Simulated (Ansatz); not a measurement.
CdSe:
```xyz
4
Lattice="4.3402 0.0000 0.0000 -2.1701 3.7587 0.0000 0.0000 0.0000 7.0777" Properties=species:S:1:pos:R:3 pbc="T T T"
Cd     2.1701     1.2529     3.5386
Cd     0.0000     2.5058     7.0774
Se     2.1701     1.2529     6.1993
Se     0.0000     2.5058     2.6604
```

Relaxed with r²SCAN. Special points in fractions of this cell's reciprocal vectors: Γ (0.000, 0.000, 0.000); M (0.500, 0.000, 0.000); K (0.333, 0.333, 0.000); A (0.000, 0.000, 0.500); L (0.500, 0.000, 0.500); H (0.333, 0.333, 0.500).

Problem. List the band energies nearest the valence-band maximum at these points for r²SCAN in the plane-wave PAW code Ansatz.

Solution. In eV from the valence-band maximum; about four levels below and three above (degenerate sets whole), none deeper than 8.9 eV; points with the same levels are listed once.

```json
[
 {"k": "Γ", "below": "-0.73 -0.73 -0.04 0.00 0.00", "above": "1.10 2.64 6.39 6.39"},
 {"k": "M", "below": "-2.57 -1.80 -1.28 -0.73", "above": "3.63 3.72 5.10"},
 {"k": "K", "below": "-2.97 -1.81 -1.81 -1.63", "above": "4.56 5.16 5.16"},
 {"k": "A", "below": "-0.38 -0.38 -0.38 -0.38", "above": "2.78 2.78 6.26 6.26"},
 {"k": "L", "below": "-1.31 -1.31 -1.30 -1.30", "above": "3.34 3.34 5.28 5.28"},
 {"k": "H", "below": "-2.37 -2.37 -1.08 -1.08", "above": "4.20 4.20 6.12 6.12"}
]
```

Space group P6_3mc (wurtzite). The r²SCAN relaxation kept the symmetry of its start. Spin–orbit coupling is left out wherever it is not named.

Potentials: the earlier of the program's two PAW sets.
